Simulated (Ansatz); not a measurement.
InSb:
```cif
data_In4Sb4
_chemical_formula_sum 'In4 Sb4'
_space_group_name_H-M_alt 'Fm-3m'
_space_group_IT_number 225
_space_group_name_Hall '-F 4 2 3'
_cell_length_a 5.97941
_cell_length_b 5.97941
_cell_length_c 5.97941
_cell_angle_alpha 90.000
_cell_angle_beta 90.000
_cell_angle_gamma 90.000
loop_
_atom_site_label
_atom_site_type_symbol
_atom_site_symmetry_multiplicity
_atom_site_Wyckoff_symbol
_atom_site_fract_x
_atom_site_fract_y
_atom_site_fract_z
_atom_site_occupancy
In1 In 4 a 0.00000 0.00000 0.00000 1
Sb1 Sb 4 b 0.50000 0.50000 0.50000 1
```
(The calculation used a cell of 2 atoms; values per cell refer to that cell.)

This is the LDA-relaxed structure.

Question: All from LDA (plane waves, PAW; program Ansatz), unless another level is named. Predict the Poisson's ratio.

Answer: 0.36.

Question: What about the highest zone-centre frequency?

Answer: 111 cm⁻¹.

The first step of the workflow began from a Materials Project structure, measured or hypothetical; the Crystallography Open Database copy checked does not list it. It is not the phase usual at ambient conditions (space group No. 216). The LDA relaxation kept the symmetry of its start; whether a distortion lowers the energy is not shown. As this level gives no gap, phonon frequencies hold no LO–TO term and depend on the k-mesh and smearing (Fermi–Dirac, 0.1 eV here). Spin–orbit coupling is left out wherever it is not named.

Potentials: the later of the program's two PAW sets.
